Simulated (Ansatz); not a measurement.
Input:

ScIr:
```
ScIr
1.0
    3.16214     0.00000     0.00000
    0.00000     3.16214     0.00000
    0.00000     0.00000     3.16214
Sc Ir
1 1
Cartesian
  1.58107   1.58107   1.58107
  0.00000   0.00000   0.00000
```

This is the LDA-relaxed structure.

**Question.** All from LDA in the plane-wave PAW code Ansatz, unless another level is named. Estimate the density of states at the Fermi level.

**Answer.** 0.21 states/eV per atom (mean over ±0.08 eV).

**Question.** And the formation energy from the elements (no fitted shifts)?

**Answer.** -1054 meV/atom.

Space group Pm-3m (CsCl type). The workflow started from a Materials Project entry (that database holds measured and hypothetical structures alike); the Crystallography Open Database files this formula in space group No. 221, but the cells were not matched. Its standing as an ambient phase is unchecked. The cell was relaxed with LDA under the symmetry of its start; of distortions, only those at the zone centre were tested. The run is not spin-polarised. The references are the lowest solids computed at this level, not always the standard phases. Scalar-relativistic: spin–orbit coupling is off unless named, which matters more the heavier the elements.

Potentials: the later of the program's two PAW sets.
